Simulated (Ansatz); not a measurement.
# Bi2Se3: field gradients at two levels of theory

Cell: a computed structure from the Materials Project (it need not be an observed phase), its atoms then relaxed with PBE in this cell.

```yaml
crystal:
  lattice:
    - [2.09568, 1.20994, 9.97623]
    - [-2.09568, 1.20994, 9.97623]
    - [0.00000, -2.41989, 9.97623]
  atoms:
    - { symbol: Bi, position: [0.39818, 0.39818, 0.39818] }
    - { symbol: Bi, position: [0.60182, 0.60182, 0.60182] }
    - { symbol: Se, position: [0.00000, 0.00000, 0.00000] }
    - { symbol: Se, position: [0.21632, 0.21632, 0.21632] }
    - { symbol: Se, position: [0.78368, 0.78368, 0.78368] }
```

Sites (sets of like atoms) are named by element and the number of their first atom in this list.

First run. Method: Kohn–Sham DFT in Ansatz, PBE, plane waves and PAW, scalar-relativistic, 420 eV cutoff, Γ-centred 8×8×8 k-points, Fermi–Dirac smearing 0.02 eV.

```
site  atom  V_zz (10²¹ V/m²)     η
  Bi     1              0.36  0.00
 Se3     3              7.04  0.00
 Se4     4             -3.13  0.00
```

Second run. The same atoms and settings, except that the functional is r2SCAN and the cutoff is 500 eV.

**Question.** What does the second run give?

**Answer.** 

```tsv
site	atom	V_zz	η	change of V_zz
Bi	1	1.09	0.00	+0.73
Se3	3	7.02	0.00	-0.02
Se4	4	-3.76	0.00	-0.63
```

The largest change of V_zz is on Bi, from 0.36 to 1.09. In per cent, |V_zz| changes by 0 to +20 on Se (all sites that start above 0.5).

Spin–orbit coupling is left out, which shifts gradients on Bi by a few per cent in wide-gap crystals, and can shift them far more where the calculated gap is small or absent, as here.
For the first run: With a gap of 0.4 eV on this mesh, small gradients can still move by 0.1 × 10²¹ V/m² or more as the k-mesh gets denser.
